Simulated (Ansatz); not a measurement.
In DFT-PBEsol in the program Ansatz with PAW potentials, MoPd in the orthorhombic phase (Cmcm; Mo on 4c, Pd on 4c) relaxes to a = 2.630 Å, b = 10.459 Å, c = 4.304 Å. Against the elements it lies at 1.3 kJ/mol of atoms, with no fitted shifts.

Electronic character: metallic (no gap). Gap from PBEsol with spin–orbit coupling: none (metallic).

An equation-of-state fit gives a bulk modulus of 2540 kbar. The highest mode at Γ lies at 32.7 meV.

The start of the workflow was typed in or built on a structure type; neither database checked (COD, Materials Project) lists it. Whether it is the stable phase at ambient conditions was not checked. The PBEsol relaxation kept the symmetry of its start; its stability against distortions is not shown here. No spin polarisation was allowed. Axis ratios of metals converge slowly with the k-mesh, so a and c are less sure than the volume. The references are the lowest solids computed at this level, not always the standard phases. Spin–orbit coupling is left out wherever it is not named.

Potentials: the later of the program's two PAW sets.
